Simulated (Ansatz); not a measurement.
Molecular dynamics on a 2×2×1 supercell (16 atoms) of AgTlS₂ (ordering on zincblende), relaxed with r2SCAN. Forces come from PBEsol in Ansatz 0.2.0: a Langevin thermostat at fixed volume, 450 K, steps of 1.5 fs. Spin polarisation is off, nuclei are classical, and the run is far too short for thermal averages. The structure comes from a prototype and may be hypothetical.

```yaml
crystal:
  lattice:
    - [8.2768832357, 0.0, 0.0]
    - [0.0, 8.2768832357, 0.0]
    - [0.0, 0.0, 6.0023381934]
  atoms:
    - { symbol: Ag, position: [0.0, 0.0, 0.0] }
    - { symbol: S, position: [0.0, 0.25, 0.244582852] }
    - { symbol: Tl, position: [0.25, 0.25, 0.5] }
    - { symbol: S, position: [0.25, 0.0, 0.755417148] }
    - { symbol: Ag, position: [0.0, 0.5, 0.0] }
    - { symbol: S, position: [0.0, 0.75, 0.244582852] }
    - { symbol: Tl, position: [0.25, 0.75, 0.5] }
    - { symbol: S, position: [0.25, 0.5, 0.755417148] }
    - { symbol: Ag, position: [0.5, 0.0, 0.0] }
    - { symbol: S, position: [0.5, 0.25, 0.244582852] }
    - { symbol: Tl, position: [0.75, 0.25, 0.5] }
    - { symbol: S, position: [0.75, 0.0, 0.755417148] }
    - { symbol: Ag, position: [0.5, 0.5, 0.0] }
    - { symbol: S, position: [0.5, 0.75, 0.244582852] }
    - { symbol: Tl, position: [0.75, 0.75, 0.5] }
    - { symbol: S, position: [0.75, 0.5, 0.755417148] }
kpoints:
  mp_grid: { grid: [2, 2, 2] }
hamiltonian:
  xc: pbesol
scf:
  occupations: { method: fermi_dirac, width: 0.039 }
md:
  ensemble: nvt_langevin
  temperature: 450
  timestep: 1.5
  n_steps: 20
  initial_velocities: maxwell_boltzmann
  seed: 8080
```

Command: `ansatz run input.yaml --threads 4 --pin off --max-ram 3686MiB --backend cpu --events-out ev --progress --plain --runs-dir out`.

Q: What wall time did it need on 4 threads of Arm Neoverse V1 (shared host), load about 0.9 per core, and what peak of host memory did it reach?

A: About 100 s, with a peak of 1.4 GiB.

```
step  t (fs)  T (K)  free energy F from step 0 (meV/atom)  kinetic energy (meV/atom)  largest force (eV/Å)
   0       0    422                                   0.0                       54.5                  0.24
   1     1.5    426                                  -0.1                       55.1                  0.28
   2       3    463                                   0.2                       59.8                  0.34
   3     4.5    478                                   0.7                       61.8                  0.40
   4       6    481                                   1.6                       62.2                  0.46
   5     7.5    458                                   2.7                       59.2                  0.51
   6       9    429                                   4.1                       55.5                  0.56
   7    10.5    398                                   5.6                       51.4                  0.61
   8      12    368                                   7.2                       47.5                  0.66
   9    13.5    339                                   9.0                       43.9                  0.73
  10      15    299                                  10.7                       38.7                  0.79
  11    16.5    283                                  12.5                       36.6                  0.85
  12      18    289                                  14.3                       37.3                  0.89
  13    19.5    310                                  16.1                       40.0                  0.92
  14      21    337                                  18.0                       43.5                  0.96
  15    22.5    308                                  19.8                       39.8                  0.99
  16      24    284                                  21.6                       36.7                  1.02
  17    25.5    275                                  23.2                       35.6                  1.04
  18      27    263                                  24.7                       34.0                  1.05
  19    28.5    256                                  26.0                       33.1                  1.05
  20      30    248                                  27.2                       32.0                  1.09
```

The temperature goes from 422 K to 248 K in 30 fs. The thermostat hasn't had time to restore it. The atoms start on their lattice sites with kinetic energy alone, so much of it first passes into potential energy. By the last step the atoms have moved 0.12 Å in the root mean square, the drift of the whole cell taken out, 0.21 Å at most.

Positions (Å) and forces (eV/Å) at step 20:
```
Ag  -0.019  -0.078  -0.020     0.119   0.451  -0.363
S    0.053   1.994   1.415    -0.432   0.478   0.093
Tl   2.069   2.095   3.004    -0.110  -0.124   0.451
S    2.074  -0.020   4.637    -0.001   0.122  -0.408
Ag   0.084   4.105  -0.047    -0.437   0.052   0.267
S   -0.083   6.400   1.504     0.107  -1.087  -0.049
Tl   2.027   6.201   2.985     0.095  -0.146   0.459
S    2.138   4.079   4.717    -0.181   0.286  -0.843
Ag   4.141  -0.075  -0.004     0.063   0.115   0.122
S    3.991   2.149   1.343     0.686  -0.686   0.378
Tl   6.182   2.057   2.990    -0.106   0.170  -0.374
S    6.230   0.007   4.584    -0.292  -0.023   0.118
Ag   4.228   4.169   0.040    -0.174  -0.058  -0.078
S    4.121   6.128   1.424     0.094   0.630   0.311
Tl   6.178   6.211   3.036    -0.200   0.148  -0.105
S    6.109   4.200   4.568     0.769  -0.329   0.020
```
